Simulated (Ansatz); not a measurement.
# Sr3SbP: energy along a strain

Sr3SbP, Pm-3m, a = 5.740 Å (as given, not relaxed at this level: -2.4 GPa). The structure is a Materials Project entry; whether it is the stable form wasn't checked. Ansatz: LDA, PAW, 420 eV, Γ-centred 6×6×6 mesh on 5 atoms, Gaussian smearing 0.03 eV; no spin polarisation. Cell vectors (Å): 5.740 0.000 0.000; 0.000 5.740 0.000; 0.000 0.000 5.740. The cell is strained by x per cent times the pattern (0 1 0 0 0 0) in the order xx yy zz yz xz xy (engineering shears), with fractional coordinates held. y is the free energy over the start, V0 = 37.824 Å³/atom.

```
x (%) y (meV/atom)
-6.00             ?
-4.50         -4.57
-3.00         -8.24
 0.00          0.00
 1.50         10.53
 4.50         41.40
 6.00         60.70
```

Question: Fit y = c1 x + c2 x² + c3 x³ to the other rows, get the stiffness along the pattern, and predict the missing energy.

Answer: Least squares on the rows shown. y = 5.7167 x + 0.90986 x² − 0.029558 x³. The clamped-ion stiffness p·C·p = 2 × 9.099 eV × 160.2 / 37.824 Å³ = 77 GPa, which is C22 in these axes (C11 of the cubic crystal) (second derivative at the start, which stands under stress). At x = -6.00 the fit asked for gives 4.84 meV/atom. The run gave 5.35 meV/atom, so the fit is 0.51 meV/atom too low, 0.74 % of the span of the series, against an rms of 0.05 meV/atom on the fitted rows. The row lies outside the fitted range. With a term in x⁴ added, a fit to the same known rows predicts 5.31 meV/atom, so most of the miss is curvature that the known rows already hold.